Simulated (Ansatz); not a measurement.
Cu$_{3}$O$_{2}$: an elastic constant from a strain scan

Method: DFT PBEsol, scalar-relativistic, plane waves, PAW (Ansatz). Settings: plane waves to 420 eV, k-mesh 16×16×16 (Γ-centred), Gaussian smearing 0.15 eV. No spin polarisation. Energies are free energies at this smearing, counted from the undisturbed cell; pressure is positive in compression.

The starting cell (relaxed at this level; it needn't be the usual structure):

```yaml
crystal:
  lattice:
    - [-1.98469, 1.98469, 3.63045]
    - [1.98469, -1.98469, 3.63045]
    - [1.98469, 1.98469, -3.63045]
  atoms:
    - { symbol: Cu, position: [0.25000, 0.75000, 0.50000] }
    - { symbol: Cu, position: [0.75000, 0.25000, 0.50000] }
    - { symbol: Cu, position: [0.00000, 0.00000, 0.00000] }
    - { symbol: O, position: [0.00000, 0.50000, 0.50000] }
    - { symbol: O, position: [0.50000, 0.00000, 0.50000] }
```

The cell is strained by ε times the Voigt pattern (1, -1, 0, 0, 0, 0) (xx, yy, zz, yz, xz, xy; engineering shear) with fractional coordinates fixed. The cell holds 5 atoms in V0 = 57.20 Å³. The stress column is τ = (1/V0) dE/dε, got from the stress tensor σ (compression positive) at each point as −det(1 + εP) σ : P(1 + εP)⁻¹, with P the pattern as a tensor.

| ε | ΔE (meV/atom) | τ (GPa) |
| --- | --- | --- |
| -0.0400 | ? | ? |
| -0.0200 | 2.468 | -3.473 |
| 0.0000 | 0.000 | 0.000 |
| 0.0100 | 0.617 | 1.718 |
| 0.0300 | 5.593 | 5.300 |

Which combination of elastic constants does this scan measure, and how large is it?

For small ε, τ = τ0 + Kε with K = pᵀCp, which for this pattern is C11 + C22 − 2 C12 in the Cartesian frame shown. The parabola through τ at ε = -0.0200, 0 and 0.0100 has slope K = 172 GPa at zero. The energies per cell, E = NΔE, of the same two points give K = 2[E(ε₊)/ε₊ − E(ε₋)/ε₋]/[(ε₊ − ε₋)V0] = 173 GPa, in agreement. These are clamped-ion values.

Predict the withheld row at ε = -0.0400 from the harmonic law, and compare.

ΔE = V0(τ0 ε + Kε²/2)/N = 9.850 meV/atom and τ = -6.90 GPa. The calculation gives 10.060 meV/atom and -7.24 GPa, a miss of 2.1 % of the harmonic energy, so the harmonic law still holds here.

Forces appear on the atoms along this scan, and letting them relax would lower the energy and soften the response. No gap shows at this level, though a semilocal functional can close a small gap that the real compound has; without a gap these slopes depend on the k mesh and the smearing.

Cost: 5 runs of about 11 core-minutes in all, on Intel Xeon Processor @ 2.50GHz (Skylake/Cascade Lake) (shared hosts).